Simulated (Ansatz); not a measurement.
**Data sheet: KCu4Se3 (DFT)**

KCu4Se3:
```yaml
crystal:
  lattice:
    - [3.92013, 0.00000, 0.00000]
    - [0.00000, 3.92013, 0.00000]
    - [0.00000, 0.00000, 9.74567]
  atoms:
    - { symbol: Cu, position: [0.00000, 0.50000, 0.16177] }
    - { symbol: Cu, position: [0.50000, 0.00000, 0.16177] }
    - { symbol: Cu, position: [0.00000, 0.50000, 0.83823] }
    - { symbol: Cu, position: [0.50000, 0.00000, 0.83823] }
    - { symbol: Se, position: [0.50000, 0.50000, 0.00000] }
    - { symbol: Se, position: [0.00000, 0.00000, 0.30356] }
    - { symbol: Se, position: [0.00000, 0.00000, 0.69644] }
    - { symbol: K, position: [0.50000, 0.50000, 0.50000] }
```

Space group P4/mmm (No. 123); conventional cell a = 3.920 Å, b = 3.920 Å, c = 9.746 Å, α = 90.00°, β = 90.00°, γ = 90.00°.

Method: plane-wave PAW PBEsol (Ansatz code). Structure relaxed to zero pressure with the same functional. Other levels are named where they apply.

Cell and energy:

```yaml
volume_per_atom: 18.72 Å³
density: 5.88 g/cm³
Formation energy from the elements (no fitted shifts): -0.35 eV/atom
```

Electronic structure:

```yaml
electronic_character: metallic (no gap)
Density of states at the Fermi level: 0.35 states/eV per atom (mean over ±0.08 eV)
Gap with spin–orbit coupling: none (metallic)
```

Mechanics:

```yaml
Bulk modulus (Birch–Murnaghan fit): 46.6 GPa
Pressure derivative B′: 6.4
Elastic constants (relaxed ions, GPa): C11 = 77.8, C12 = 23.0, C13 = 39.9, C33 = 58.1, C44 = 18.8, C66 = 13.3
mechanical_stability: stable (all eigenvalues of C positive)
hill_bulk_and_shear_moduli: 46.6 and 16.5 GPa
Young's modulus: 44.3 GPa
Poisson's ratio: 0.34
debye_temperature_from_the_elastic_constants: 211 K
```

Charges:

```yaml
bader_charges: Cu +0.32, Se -0.73 to -0.60, K +0.78 e
```

The measured cell (COD 2008300, doi:10.1107/S0108270198014358; 293 K, pressure taken as ambient) has 19.62 Å³ per atom; the computed volume differs by -4.6 %, which includes thermal expansion and zero-point motion.

The workflow started from an entry of the Crystallography Open Database (COD, 293 K). Its standing as an ambient phase is unchecked. The PBEsol relaxation kept the symmetry of its start; its stability against distortions is not shown here. The run is not spin-polarised. With an odd number of electrons in the cell and no spin polarisation, the count alone makes it a metal. As this level gives no gap, shear constants depend on the k-mesh and smearing (Fermi–Dirac, 0.1 eV here). The references are the lowest solids computed at this level, not always the standard phases. Spin–orbit coupling is left out wherever it is not named.

Potentials: the later of the program's two PAW sets.
